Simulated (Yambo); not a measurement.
Yambo run on LiTaO3 (space group R3c, No. 161). The wavefunctions are PBEsol (Quantum ESPRESSO, PseudoDojo norm-conserving, 84 Ry, without SOC) ones on a 4×4×4 mesh (34 occupied bands); a = 5.477 Å, b = 5.477 Å, c = 5.477 Å, α = 55.90°, β = 55.90°, γ = 55.90°.

Yambo input:

```
rim_cut
gw0
dyson
el_el_corr
HF_and_locXC
ppa
em1d
RandQpts= 1000000
RandGvec= 1 Ry
EXXRLvcs= 84 Ry
VXCRLvcs= 336 Ry
Chimod= "HARTREE"
% BndsRnXp
 5 | 166 |
%
NGsBlkXp= 7 Ry
% LongDrXp
 1.0 | 1.0 | 1.0 |
%
PPAPntXp= 27.2114 eV
% GbndRnge
 1 | 166 |
%
GTermKind= "none"
DysSolver= "n"
ExtendOut
% QPkrange
 1 | 1 | 34 | 35 |
%
```

k points by index: 1 = Γ.

Table of the .qp output:

```
#    K-point    Band    Eo [eV]    E [eV]    E-Eo [eV]    Vxc [eV]    Vnlxc [eV]    Sc|Eo [eV]    Sc|E [eV]    dSc/dw|Eo [eV]    Re(Z)    Im(Z)
#
    1    34    0.000000    -0.362060    -0.362060    -19.73294    -24.97613    4.780992    4.881129    -7.523647    0.783397    -0.001211
    1    35    3.866246    5.392688    1.526442    -15.81682    -9.983431    -3.987143    -4.306951    -5.700737    0.826788    -0.001041
```
(The two width columns are left out.) Convergence of these settings isn't established.

Geometry of the Materials Project entry, not relaxed at this level.
